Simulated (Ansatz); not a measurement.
FeS₂:
```xyz
12
Lattice="5.2844 0.0000 0.0000 0.0000 5.2844 0.0000 0.0000 0.0000 5.2844" Properties=species:S:1:pos:R:3 pbc="T T T"
Fe     0.0000     2.6422     2.6422
Fe     2.6422     2.6422     0.0000
Fe     2.6422     0.0000     2.6422
Fe     0.0000     0.0000     0.0000
S      2.0149     0.6273     4.6571
S      3.2696     4.6571     0.6273
S      0.6273     4.6571     2.0149
S      4.6571     0.6273     3.2696
S      4.6571     2.0149     0.6273
S      0.6273     3.2696     4.6571
S      3.2696     3.2696     3.2696
S      2.0149     2.0149     2.0149
```

Relaxed with LDA.

Give the optical modes at the zone centre with their infrared activity from DFPT, plane-wave PAW LDA (Ansatz code).

Transverse frequencies, without the LO–TO term; a row sums one degenerate level.

```csv
ω (cm⁻¹),degeneracy,IR ((D/Å)²/amu),activity,symmetry
227,1,0.00,IR-inactive,Au
229,3,1.16,IR,Tu
257,2,0.00,IR-inactive,Eu
315,3,9.59,IR,Tu
349,1,0.00,IR-inactive,Au
356,2,0.00,IR-inactive,Eg
364,3,0.00,IR-inactive,Tg
372,3,30.69,IR,Tu
387,1,0.00,IR-inactive,Ag
391,3,8.94,IR,Tu
397,2,0.00,IR-inactive,Eu
410,3,0.00,IR-inactive,Tg
421,3,220.82,IR,Tu
453,3,0.00,IR-inactive,Tg
```

How high does the top mode go among those that the LO–TO term moves?

486 cm⁻¹ for q along x.

Space group Pa-3. The LDA relaxation kept the symmetry of its start; phonons on a q-mesh show no instability. The run is not spin-polarised.

Potentials: the later of the program's two PAW sets.
